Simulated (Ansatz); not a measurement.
Y3SbO7 in space group Cmcm (No. 63; Pearson symbol oS44), the program Ansatz at the r²SCAN level (PAW), all energies at zero smearing, with the estimated change up to a 700 eV cutoff added, with one set of potentials and settings (totals compare only within such a set). Cell of 22 atoms (6 Y, 2 Sb, 14 O): -44152.000 eV.

```csv
element,reference phase,E (eV/atom)
Y,"P6_3/mmc, 2 atoms in the cell",-3859.7073
Sb,"R-3m, 2 atoms in the cell",-6499.1272
O,"C2/m, 4 atoms in the cell, spin-polarised",-566.0281
```

Formation energy per atom, worked out: (-44152.000 − 6×(-3859.7073) − 2×(-6499.1272) − 14×(-566.0281))/22 = -3.232 eV/atom (-312 kJ per mol of atoms), at 0 K, without zero-point energy or fitted corrections.

The first step of the workflow began from a Materials Project structure, measured or hypothetical; the Crystallography Open Database copy checked does not list it. Its standing as an ambient phase is unchecked. Symmetry was held in the r²SCAN relaxation; whether a distortion lowers the energy is not shown. The run is not spin-polarised. The references are the lowest solids computed at this level, not always the standard phases (solids in place of the gases). Scalar-relativistic: spin–orbit coupling is off unless named, which matters more the heavier the elements.

Potentials: the later of the program's two PAW sets.
